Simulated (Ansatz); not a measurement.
Given:

SnPbSe$_{2}$:
```xyz
4
Lattice="2.1566 1.2451 7.0492 -2.1566 1.2451 7.0492 0.0000 -2.4902 7.0492" Properties=species:S:1:pos:R:3 pbc="T T T"
Sn     0.0000     0.0000    10.5738
Pb     0.0000     0.0000     0.0000
Se     0.0000     0.0000    15.9169
Se     0.0000     0.0000     5.2306
```

This is the r²SCAN-relaxed structure.

Question: All from r²SCAN (plane waves, PAW; program Ansatz), unless another level is named. Estimate the Debye temperature from the elastic constants.

Answer: 226 K.

Question: Next, the highest zone-centre frequency (without LO–TO term)?

Answer: 142 cm⁻¹.

Space group R-3m. The first step of the workflow began from a Materials Project structure, measured or hypothetical; the Crystallography Open Database copy checked does not list it. With Sn and Pb taken as one species the cell has the higher symmetry Fm-3m, so it may be an ordered model of a mixed-site phase. Whether it is the stable phase at ambient conditions was not checked. Symmetry was held in the r²SCAN relaxation; phonons show weakly imaginary modes. Spin–orbit coupling is left out wherever it is not named.

Potentials: the later of the program's two PAW sets.
